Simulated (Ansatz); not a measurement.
MgF2:
Space group P4₂/mnm (No. 136); a = b = 4.6223 Å, c = 3.0464 Å, α = β = γ = 90.00°

```json
[
 {"atom": "Mg", "site": "2a", "symmetry": "m.mm", "x": "0.0000", "y": "0.0000", "z": "0.0000"},
 {"atom": "F", "site": "4f", "symmetry": "m.2m", "x": "0.3030", "y": "0.3030", "z": "0.0000"}
]
```

Relaxed with r²SCAN.

Question: Tabulate the valence density and the electron localisation function along the shortest Mg–Mg contact (3.05 Å), plane-wave PAW r²SCAN (Ansatz code).

Answer: 

| distance from Mg (Å) | density (e/Å³) | ELF |
|---|---|---|
| 0.30 | 15.86 | 0.34 |
| 0.46 | 6.26 | 0.43 |
| 0.61 | 1.54 | 0.33 |
| 0.76 | 0.32 | 0.09 |
| 0.91 | 0.15 | 0.02 |
| 1.07 | 0.12 | 0.03 |
| 1.22 | 0.13 | 0.04 |
| 1.37 | 0.14 | 0.04 |
| 1.52 | 0.14 | 0.04 |
| 1.68 | 0.14 | 0.04 |
| 1.83 | 0.13 | 0.04 |
| 1.98 | 0.12 | 0.03 |
| 2.13 | 0.15 | 0.02 |
| 2.28 | 0.32 | 0.09 |
| 2.44 | 1.54 | 0.33 |
| 2.59 | 6.26 | 0.43 |
| 2.74 | 15.86 | 0.34 |

The density is the valence pseudo-density with augmentation charge, so density and ELF within about 1 Å of a nucleus are not all-electron values.

Space group P4_2/mnm (rutile). Symmetry was held in the r²SCAN relaxation.

Potentials: the later of the program's two PAW sets.
